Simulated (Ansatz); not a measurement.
**Ca2MnO3 single point**

Input file of Ansatz 0.2.0:

```yaml
crystal:
  lattice:
    - [0.0, 0.0, 3.297015]
    - [0.0, -3.82308, 0.0]
    - [6.190881, 1.91154, -1.648507]
  atoms:
    - { symbol: Ca, position: [0.65, 0.15, 0.3] }
    - { symbol: Ca, position: [0.35, 0.85, 0.7] }
    - { symbol: Mn, position: [0.0, 0.5, 0.0], spin: 4.5, spin_axis: [0.10745, -0.88377, -0.45541] }
    - { symbol: O, position: [0.84, 0.34, 0.68] }
    - { symbol: O, position: [0.16, 0.66, 0.32] }
    - { symbol: O, position: [0.0, 0.0, 0.0] }
kpoints:
  mp_grid: { grid: [6, 6, 6], shift: [0, 0, 0] }
  band_path:
    path:
      - [0.0, 0.0, 0.0]
      - [0.0, 0.0, 0.5]
      - [0.46454749, 0.0, 0.26772632]
      - [0.53545251, 0.0, -0.26772617]
      - [0.0, 0.0, 0.0]
      - [0.0, 0.54766854, -0.27383427]
      - [0.0, 0.45233146, 0.27383427]
      - [0.0, 0.0, 0.5]
      - [0.0, 0.0, 0.0]
      - [0.5, 0.0, 8.0e-08]
      - [0.5, 0.5, -0.24999992]
    npoints: 6
magnetization:
  noncollinear: true
  spin_orbit: true
scf:
  occupations: { method: fermi_dirac }
  lower_state_search: "off"
  max_iter: 200
hamiltonian:
  pseudopotentials: { kind: paw_fr }
  xc: r2scan
basis:
  ecutwfc: 500
  fft_grid_basis: typed
output:
  forces: true
  stress: true
  eigenvalues: true
  bader: true
  populations: true
  elf: true
  write_potential: true
  volumetric_format: npy
  dos:
    e_range: [-12, 8]
    de: 0.05
    projected: { site_lists: { Ca: [Ca], Mn: [Mn], O: [O] } }
    method: { smearing: { sigma: 0.1, scheme: gaussian } }
checkpoint:
  read: saved_state
```

The saved state is an earlier solution for the same cell, perhaps on another mesh. Magnetic state (reached from a saved solution, and it need not be the lowest): Mn3 along (0.11, -0.88, -0.46).

Excerpt of what it printed:

```
Pseudopotentials: kind: paw_fr
Pseudopotential: Ca, paw_fr, valence charge 10, recommended cutoff 500 eV (meta_gga), Ca.paw.azcp#standard-fr
Pseudopotential: Mn, paw_fr, valence charge 15, recommended cutoff 500 eV (meta_gga), Mn.paw.azcp#standard-fr
Pseudopotential: O, paw_fr, valence charge 6, recommended cutoff 500 eV (meta_gga), O.paw.azcp#standard-fr
Functional definition: r2SCAN
  exchange = r2scan_x(k0 = k0, k1 = k1, a1 = a1)
  correlation = r2scan_c
Crystal: 6 atoms, lattice volume = 78.035 Å³
Basis set: ecut = 500 eV, 1951 PW (Γ), exchange–correlation on 100×120×200 points (64 copies of the dense FFT grid, shifted against one another)
Bands: 66, of which v1, the nominal top of the filled ones, is band 53 counted from 1 (52 counted from 0)
Symmetry: 2 space group operations
Magnetic group: BNS 2.4 (UNI 4), of the structure as read, at distance tolerance 4.3e-5 Å
k-points: 112 of 216
Initial density: read from a saved state, or passed on in memory by an earlier SCF of this step, an earlier step, the calling program or the single point that the run made first
Starting moments: Σ|m| = 4.5 μB on 1 of 6 sites; this step starts from the density that it was given
Functional: x = r2scan, c = r2scan; τ floored in thin density (d = 2e-4 eV/Å³)
Magnetization: |M| = 3.4284 μB,  M = (+0.3684, -3.0299, -1.5613) μB
Absolute magnetization: 3.7635 μB (∫|m|, with the PAW one-centre terms)
  site 0: m = (-0.0004, +0.0033, +0.0017) μB, |m| = 0.0037 μB  (R = 0.97 Å)
  site 1: m = (-0.0004, +0.0033, +0.0017) μB, |m| = 0.0037 μB  (R = 0.97 Å)
  site 2: m = (+0.3162, -2.6008, -1.3402) μB, |m| = 2.9428 μB  (R = 0.79 Å)
  site 3: m = (+0.0015, -0.0125, -0.0064) μB, |m| = 0.0141 μB  (R = 0.82 Å)
  site 4: m = (+0.0015, -0.0125, -0.0064) μB, |m| = 0.0141 μB  (R = 0.82 Å)
  site 5: m = (+0.0051, -0.0418, -0.0215) μB, |m| = 0.0473 μB  (R = 0.79 Å)
Free energy (F): -9259.3868 eV
Harris-Foulkes:  -9259.3868 eV  (|F-HF|=8.26e-8)
Internal energy: -9259.3637 eV  (E = F + TS)
E sigma→0 (E₀):  -9259.3753 eV
Entropy (-TS):   -0.0232 eV (-3.859 meV/atom)
Fermi energy:    11.2816 eV
--- Forces (eV/Å), atoms counted from 1 ---
  atom   1  Ca    -0.0273     0.0000     0.0000
  atom   2  Ca     0.0273     0.0000     0.0000
  atom   3  Mn     0.0000     0.0000     0.0000
  atom   4  O      0.1779     0.0000     0.0000
  atom   5  O     -0.1779     0.0000     0.0000
  atom   6  O      0.0000     0.0000     0.0000
--- Stress (GPa, compression-positive) ---
       -6.7023       0.0000       0.0000
        0.0000      -5.6236       0.0000
        0.0000      -0.0001      -0.4456
  P = ⅓ Tr σ = -4.2572 GPa (-42.572 kbar)
--- Löwdin populations: 6 sites ---
  site symbol       q [e]
     0     Ca      8.3326
     1     Ca      8.3326
     2     Mn     14.1151
     3      O      7.2094
     4      O      7.2094
     5      O      7.0782
  spilling = 0.0136 (of n_electrons = 53.0000)
--- Bader charges: 6 sites ---
  site symbol  charge [e]  shift [e]  m_x [muB]  m_y [muB]  m_z [muB]
     0     Ca      1.5496     0.0002    -0.0007     0.0060     0.0031
     1     Ca      1.5496     0.0002    -0.0007     0.0060     0.0031
     2     Mn      1.1424     0.0045     0.3533    -2.9060    -1.4974
     3      O     -1.4374     0.0008     0.0036    -0.0300    -0.0155
     4      O     -1.4374     0.0008     0.0036    -0.0300    -0.0155
     5      O     -1.3668     0.0025     0.0093    -0.0762    -0.0393
```

Origin: a known structure type with other elements, at an estimated volume, so it need not be a known compound. Caveats: the k mesh is coarse if the cell is a metal.
